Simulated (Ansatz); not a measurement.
The relaxed structure here is a generated cell of PbO2: the first start was made by placing the elements on the sites of a structure type, and the end was not matched to a known phase here, so it may be hypothetical. Known forms of PbO2 include space group No. 136.

A structure of PbO2 relaxed with PBEsol (plane waves to 420 eV, PAW, scalar-relativistic; Ansatz, an electronic-structure program); single points at other levels follow on the same geometry (Ansatz, PAW; HSE06 at 420 eV on a 8×8×8 k-mesh; no spin-orbit coupling). Space group I4/mmm (No. 139).

```yaml
crystal:
  lattice:
    - [-1.77555, 1.77555, 3.50501]
    - [1.77555, -1.77555, 3.50501]
    - [1.77555, 1.77555, -3.50501]
  atoms:
    - { symbol: Pb, position: [0.00000, 0.00000, 0.00000] }
    - { symbol: O, position: [0.39178, 0.39178, 0.00000] }
    - { symbol: O, position: [0.60822, 0.60822, 0.00000] }
```

```tsv
level	gap (eV)	kind	conduction minimum
PBEsol	0.64	direct	M
HSE06	(withheld)	–	(withheld)
```

Complete the blanks.


- HSE06, gap (eV): 2.25
- HSE06, conduction minimum: M

HSE06 gaps come from a coarse mesh plus a few chosen points, so they may be too large. The relaxed cell holds bonded O–O pairs (1.52 Å). No spin polarisation in the result.

The run could not lower the symmetry of its start; a shaken copy of this end point relaxes with PBEsol to P-1 (No. 2), 92 meV/atom lower.
